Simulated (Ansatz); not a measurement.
A generator proposed this cell of ScAl4.

```xyz
15
Lattice="7.0497 0.0000 0.0000 -3.5249 6.1053 0.0000 0.0000 0.0000 11.9905" Properties=species:S:1:pos:R:3 pbc="T T T"
Sc    3.5249    0.0000    0.0000
Sc   -1.7624    3.0526    0.0000
Sc    1.7624    3.0526    0.0000
Al    5.0310    1.1655    0.0000
Al    3.5249    3.7742    0.0000
Al    2.0188    1.1655    0.0000
Al   -1.5061    4.9397    0.0000
Al    0.0000    2.3311    0.0000
Al    1.5061    4.9397    0.0000
Al    5.0530    1.1528    5.9953
Al    3.5249    3.7996    5.9953
Al    1.9967    1.1528    5.9953
Al   -1.5281    4.9524    5.9953
Al    0.0000    2.3056    5.9953
Al    1.5281    4.9524    5.9953
```

These are results of DFT PBE, scalar-relativistic, plane waves, PAW (Ansatz 0.2.0), not measurements. Plane waves to 420 eV, a k mesh through Γ of 3×3×2 on the computed 15-atom cell and Gaussian smearing (0.10 eV); no spin polarisation.

Energies over the elements count from the elements' standard structures at the same level, with no fitted energy shifts.

Q: Estimate its pressure, forces and energy as it stands.

A: The pressure is 26.4 GPa (the mean over three directions, positive in compression), the largest force is 6.27 eV/Å, and the energy is +3.66 eV/atom against the elements. The shortest distance is 1.90 Å.

Q: How much does it gain on relaxing, and where does it end?

A: Relaxing gains about 3.7 eV/atom (the start's value is from the coarse mesh, so the gain is rough) in 42 ionic steps and ends at −0.01 eV/atom on the finer mesh. The symmetry stays P6/mmm (No. 191). The volume per atom shrinks by 39.6 %, from 34.4 to 20.8 Å³. The shortest distance goes from 1.90 Å (Sc–Al) to 2.57 Å (Al–Al). The ratio c/a of the conventional cell changes by a factor of 0.18. Conventional cell: a = 10.644 Å, c = 3.178 Å. Around Sc lie 8 Al at 3.10 Å, 2 Sc at 3.18 Å and 4 Al at 3.35 Å; Al on its first site has 4 Al at 2.57–2.61 Å, 2 Al at 3.18 Å and 2 Sc at 3.35 Å; Al on its second site is surrounded by 4 Al at 2.59–2.61 Å, 4 Sc at 3.10 Å and 2 Al at 3.18 Å.

The last run used a 6×6×12 mesh (in the run's order of axes) for its 15-atom cell and Gaussian smearing of 0.10 eV. The k mesh leaves some 4 meV/atom of noise in the energy of each metallic cell. The relaxation can't lower the symmetry of the start. Symmetry constrained the relaxation, so the result can be a saddle point.
